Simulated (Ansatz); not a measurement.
The elements of this relaxed trial crystal are hidden behind letters.

```
lattice vectors (Å)
   3.3124    1.9124    4.4285
  -3.3124    1.9124    4.4285
   0.0000   -3.8249    4.4285
fractional positions
X 0.0000 0.0000 0.0000
Z 0.6227 0.6227 0.6227
Z 0.3773 0.3773 0.3773
Q 0.0000 0.5000 0.0000
Q 0.5000 0.0000 0.0000
Q 0.0000 0.0000 0.5000
```

All numbers below come from DFT PBE, scalar-relativistic, plane waves, PAW (Ansatz 0.2.0). Settings of the last relaxation (6-atom cell): 420 eV, 6×6×6 k points, Gaussian smearing of 0.10 eV, no spin polarisation.

* Space group: R-3m (No. 166)
* Conventional cell: a = 6.625 Å, c = 13.286 Å
* Volume per atom: 28.05 Å³
* Density: 6.14 g/cm³
* Formation energy: +0.14 eV/atom
* Gap on the 6×6×6 mesh of the 6-atom cell: 0 eV (a metal)

Energies are uncorrected and count from the elements' standard states at the same level.

Task: X is a p-block element of period 3, Z is a p-block element of period 5 and Q is a p-block element of period 5. Which elements are they?

Result: X = Al, Z = In, Q = Sb, so the formula is AlIn2Sb3. Density times volume gives a mean mass of 6.14 × 28.05/1.6605 = 103.7 u per atom, and this set has 103.6 u. Al has 6 Sb at 2.93 Å and 6 In at 3.87 Å; around In lie 1 In at 3.26 Å, 3 Sb at 3.39 Å, 6 Sb at 3.69 Å, 3 Al at 3.87 Å and 3 In at 4.00 Å; Sb is surrounded by 2 Al at 2.93 Å, 4 Sb at 3.31 Å, 2 In at 3.39 Å and 4 In at 3.69 Å. Other sets within the hints have nearly the same mass, so mass alone doesn't settle it; this one was computed.

These runs have no spin–orbit coupling, which can matter for Sb. Symmetry constrained the relaxation, so the result can be a saddle point. Another cell of AlIn2Sb3 relaxed alike, in P-6m2, lies 26 meV/atom lower, so this cell isn't the stable form at this level.
